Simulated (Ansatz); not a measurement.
NbAs:
```
NbAs
1.0
   -1.72894     1.72894     5.88293
    1.72894    -1.72894     5.88293
    1.72894     1.72894    -5.88293
Nb As
2 2
Direct
  0.99912   0.99912   0.00000
  0.74912   0.24912   0.50000
  0.41688   0.41688   0.00000
  0.16688   0.66688   0.50000
```

Relaxed with r²SCAN. Special points in fractions of this cell's reciprocal vectors: Γ (0.000, 0.000, 0.000); X (0.000, 0.000, 0.500); P (0.250, 0.250, 0.250); N (0.000, 0.500, 0.000); M (0.500, 0.500, -0.500); S (0.272, 0.728, -0.272); S0 (-0.272, 0.272, 0.272); R (-0.043, 0.043, 0.500); G (0.500, 0.500, -0.043).

Question: List the band energies nearest the Fermi level at these points for DFT-r²SCAN in the program Ansatz with PAW potentials.

Answer: In eV from the Fermi level; about four levels below and three above (degenerate sets whole), none deeper than 8.9 eV; points with the same levels are listed once.

```
k                    below                above
-  -----------------------  -------------------
Γ  -2.13 -1.78 -1.52 -1.52       0.74 1.31 2.51
X  -3.04 -3.04 -0.70 -0.70  2.55 2.55 2.76 2.76
P  -3.06 -3.06 -0.68 -0.68  2.56 2.56 2.72 2.72
N  -2.41 -1.99 -1.48 -0.17       0.07 1.23 2.25
M  -2.57 -2.57 -0.69 -0.69  1.01 1.01 2.01 2.01
S  -2.40 -2.25 -1.51 -0.12       0.11 1.50 2.13
R  -3.02 -3.02 -0.73 -0.73  2.41 2.41 2.79 2.79
```

Space group I4_1md. The r²SCAN relaxation kept the symmetry of its start. No spin polarisation was allowed. A small band overlap can be real or an error of a semilocal functional. The Fermi level of a semimetal is unsure by some 0.05 eV on such meshes. Spin–orbit coupling is left out wherever it is not named.

Potentials: the later of the program's two PAW sets.
